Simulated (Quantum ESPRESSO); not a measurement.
# Al3PSe3: convergence and cost over cutoff and k mesh

Simulated, not a measurement. The program is pw.x of Quantum ESPRESSO 7.5 (plane-wave density functional theory). The cell is made up: 7 atoms on a zincblende/diamond lattice with one site empty, with randomly drawn elements, strain and displacements, not relaxed. PseudoDojo standard norm-conserving files (v0.5 for PBE, v0.4.1 for LDA and PBEsol) set the functional; there is no spin polarisation, spin-orbit coupling or dispersion term, and the masses in the input are unused placeholders.

Input of the run in row 4:

```
&control calculation='scf', pseudo_dir='./dojo.nc.sr.pbe.v0_5.standard.upf', outdir='./o', disk_io='medium', tprnfor=.true., tstress=.true. /
&system ibrav=0, nat=7, ntyp=3, nbnd=37, ecutwfc=85.99341389, nosym=.true., tot_charge=0,
 occupations='smearing', smearing='fd', degauss=0.0018374661
/
&electrons conv_thr=7.350e-09, electron_maxstep=60, /
ATOMIC_SPECIES
Al 1.0 Al.upf
P 1.0 P.upf
Se 1.0 Se.upf
CELL_PARAMETERS angstrom
5.7535 -0.0718 0.0365
-0.0718 5.6774 -0.0155
0.0365 -0.0155 5.6897
ATOMIC_POSITIONS angstrom
Al 0.0075 0.0784 0.0121
Al -0.0333 2.8152 2.7898
Al 2.7744 2.7285 -0.0227
P 1.4195 1.3533 1.3871
Se 1.3438 4.2133 4.2071
Se 4.3373 1.2959 4.2262
Se 4.3155 4.2208 1.4849
K_POINTS automatic
4 4 4 1 1 1
```

The same cell was run at these settings. Meshes are shifted by half a step, and differences are from the last row, which is itself not exact.

```
cutoff (eV)     k mesh  k points solved  threshold (eV)  free energy less the last row's (eV)  pressure (GPa)  largest stress difference (GPa)  largest force difference (eV/Å)  iterations  wall time (s)  k-point pools              processor
        819  2 x 2 x 2                4           1e-04                                 4.228          -37.39                            34.10                            0.047           7             47              1  AMD EPYC, Zen 5 class
       1170  1 x 1 x 1                1           1e-07                                 5.090            1.89                             5.50                            0.705          13             54              1  AMD EPYC, Zen 5 class
        652  4 x 4 x 4               32           1e-07                                51.982         -254.36                           251.42                            0.051          11            216              1  AMD EPYC, Zen 5 class
       1170  4 x 4 x 4               32           1e-07                                 0.003           -3.39                             0.00                            0.001          10            615              1  AMD EPYC, Zen 5 class
       1467  6 x 6 x 6              108           1e-07                                 0.000           -3.40                             0.00                            0.000          10            489              4        AMD EPYC, older
```

Each pool is one process. Wall times include start-up and a band step at six k points, which weighs most on the coarsest meshes. The runs were on shared virtual cores whose load varied, so times are rough.